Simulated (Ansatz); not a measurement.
Given:

PtS$_{2}$:
```
PtS2
1.0
    3.57671     0.00000     0.00000
   -1.78836     3.09752     0.00000
    0.00000     0.00000     6.46581
Pt S
1 2
Direct
  0.00000   0.00000   0.00000
  0.66667   0.33333   0.81016
  0.33333   0.66667   0.18984
```

This is the PBE-relaxed structure. x, y and z are the axes in which the lattice vectors are written.

### Question
All from PBE in the plane-wave PAW code Ansatz, unless another level is named. Give the formation energy from the elements (no fitted shifts).

### Answer
-0.38 eV/atom.

### Question
Next, the smallest direct gap on the standard path?

### Answer
1.55 eV.

### Question
And the band gap?

### Answer
1.46 eV (indirect).

### Question
Next, the conduction-band minimum?

### Answer
off the standard path, at k = (0.000, 0.250, 0.315).

### Question
Next, the valence-band maximum?

### Answer
on the K–Γ line, 55 % of the way from K.

Space group P-3m1 (CdI2 type). The PBE relaxation kept the symmetry of its start. No spin polarisation was allowed. The volume lies over 15 % above that of the usual cell of this phase: another minimum, or an error of the functional. A crystal of weakly bound layers computed without a dispersion correction: the cell and the soft elastic constants depend strongly on that. The references are the lowest solids computed at this level, not always the standard phases. Spin–orbit coupling is left out wherever it is not named.

Potentials: the later of the program's two PAW sets.
